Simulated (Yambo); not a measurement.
G0W0@PBEsol for K₂OsCl₄O₂ (space group I4/mmm, No. 139) in Yambo. Reference settings: 2×2×2 Γ-centred k mesh, bands 5 to 328 and a 7 Ry block in the screening, 328 bands in G with the Bruneval-Gonze terminator, plasmon pole fitted at 27.2 eV. The PBEsol gap X → X on this mesh is 1.64 eV; G0W0 gaps are taken between the same points.

```tsv
change from the reference	G0W0 gap X → X (eV)	shift of the valence edge (eV)
reference settings	4.65	-1.05
124 bands in G, no terminator	4.72	-0.39
124 bands in G	4.65	-0.98
6 Ry block	4.62	-1.00
3 Ry block	[?]	-0.86
211 bands in G, no terminator	[?]	-0.71
no random integration	4.54	-0.78
153 bands in W	4.64	-0.91
```

Q: Estimate the withheld gaps from the other rows; the computed values follow.

A: 
- 3 Ry block, G0W0 gap X → X (eV): 4.52
- 211 bands in G, no terminator, G0W0 gap X → X (eV): 4.73

The reference isn't shown to be the converged limit.

Spin-orbit coupling is not included.

Geometry of the Materials Project entry, not relaxed at this level; primitive cell a = 6.739 Å, b = 6.739 Å, c = 6.739 Å, α = 115.16°, β = 115.16°, γ = 98.61°.

A shift is the quasiparticle energy of the state minus its PBEsol energy.
